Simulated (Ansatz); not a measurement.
Sn:
```yaml
crystal:
  lattice:
    - [3.20790, 0.00000, 0.00000]
    - [-1.60395, 2.77812, 0.00000]
    - [0.00000, 0.00000, 3.01579]
  atoms:
    - { symbol: Sn, position: [0.00000, 0.00000, 0.00000] }
```

Relaxed with PBEsol. Special points in fractions of this cell's reciprocal vectors: Γ (0.000, 0.000, 0.000); M (0.500, 0.000, 0.000); K (0.333, 0.333, 0.000); A (0.000, 0.000, 0.500); L (0.500, 0.000, 0.500); H (0.333, 0.333, 0.500).

Task: List the band energies nearest the Fermi level at these points for plane-wave PAW PBEsol (Ansatz code).

Result: In eV from the Fermi level; about four levels below and three above (degenerate sets whole), none deeper than 8.9 eV; … stands for higher levels left out; points with the same levels are listed once.

```json
[
 {"k": "Γ", "below": "–", "above": "5.39 7.13 7.13"},
 {"k": "M", "below": "-7.04 -4.75", "above": "3.36 7.02 …"},
 {"k": "K", "below": "-6.16 -2.88 -2.88", "above": "9.91 …"},
 {"k": "A", "below": "-8.04 -5.00", "above": "10.06 10.06 …"},
 {"k": "L", "below": "-3.48 -2.22 -1.67", "above": "2.99 …"},
 {"k": "H", "below": "-2.45 -0.97 -0.29 -0.29", "above": "…"}
]
```

Space group P6/mmm (simple hexagonal). The start of the workflow was typed in or built on a structure type; neither database checked (COD, Materials Project) lists it. It is not the phase usual at ambient conditions (space group No. 141). The cell was relaxed with PBEsol under the symmetry of its start; whether a distortion lowers the energy is not shown. Scalar-relativistic: spin–orbit coupling is off unless named, which matters more the heavier the elements.

Potentials: the later of the program's two PAW sets.
